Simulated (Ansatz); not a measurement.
TiOs (CsCl type, space group No. 221) under volume change, r²SCAN in the plane-wave PAW code Ansatz, scaled uniformly.

| V (Å³/atom) | E − E(relaxed) (meV/atom) | P (GPa) |
|---|---|---|
| 13.298 | 114.7 | 30.31 |
| 13.737 | 48.2 | 18.59 |
| 14.175 | 11.4 | 8.55 |
| 14.614 | 0.0 | 0.00 |
| 15.052 | 10.2 | -7.29 |
| 15.490 | 38.9 | -13.51 |
| 15.929 | 83.3 | -18.80 |

Task: What does a third-order Birch–Murnaghan fit give for V₀, B₀ and B′?

Result: V₀ = 14.61 Å³/atom, B₀ = 263 GPa, B′ = 4.3.

Space group Pm-3m (CsCl type). The workflow started from an entry of the Crystallography Open Database (COD). Its standing as an ambient phase is unchecked. Symmetry was held in the r²SCAN relaxation; whether a distortion lowers the energy is not shown. No spin polarisation was allowed. Scalar-relativistic: spin–orbit coupling is off unless named, which matters more the heavier the elements.

Potentials: the later of the program's two PAW sets.
